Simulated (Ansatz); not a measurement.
TiO2:
```yaml
crystal:
  lattice:
    - [4.58057, 0.00000, 0.00000]
    - [0.00000, 4.58057, 0.00000]
    - [0.00000, 0.00000, 2.94430]
  atoms:
    - { symbol: Ti, position: [0.00000, 0.00000, 0.00000] }
    - { symbol: Ti, position: [0.50000, 0.50000, 0.50000] }
    - { symbol: O, position: [0.30523, 0.30523, 0.00000] }
    - { symbol: O, position: [0.80523, 0.19477, 0.50000] }
    - { symbol: O, position: [0.19477, 0.80523, 0.50000] }
    - { symbol: O, position: [0.69477, 0.69477, 0.00000] }
```

Relaxed with HSE06. Special points in fractions of this cell's reciprocal vectors: Γ (0.000, 0.000, 0.000); X (0.000, 0.500, 0.000); M (0.500, 0.500, 0.000); Z (0.000, 0.000, 0.500); R (0.000, 0.500, 0.500); A (0.500, 0.500, 0.500).

Question: List the band energies nearest the valence-band maximum at these points for HSE06 (plane waves, PAW; program Ansatz).

Answer: In eV from the valence-band maximum; about four levels below and three above (degenerate sets whole), none deeper than 8.9 eV; points with the same levels are listed once.

```tsv
k	below	above
Γ	-0.74 -0.43 -0.43 0.00	3.44 3.78 4.06
X	-1.75 -1.75 -0.82 -0.82	4.19 4.19 4.72 4.72
M	-1.43 -1.43 -1.11 -1.11	3.47 3.47 4.17 4.17
Z	-2.52 -2.52 -1.60 -1.60	4.62 4.62 4.98 4.98
R	-2.24 -2.24 -1.13 -1.13	3.47 3.47 5.02 5.02
A	-1.36 -1.36 -0.75 -0.75	4.21 4.21 4.93 4.93
```

Space group P4_2/mnm (rutile). The cell was relaxed with HSE06 under the symmetry of its start. No spin polarisation was allowed. The hybrid was solved on a coarse mesh, the path and, where they were found, the r²SCAN edge points; its band edges are the extreme levels among these.

Potentials: the later of the program's two PAW sets.
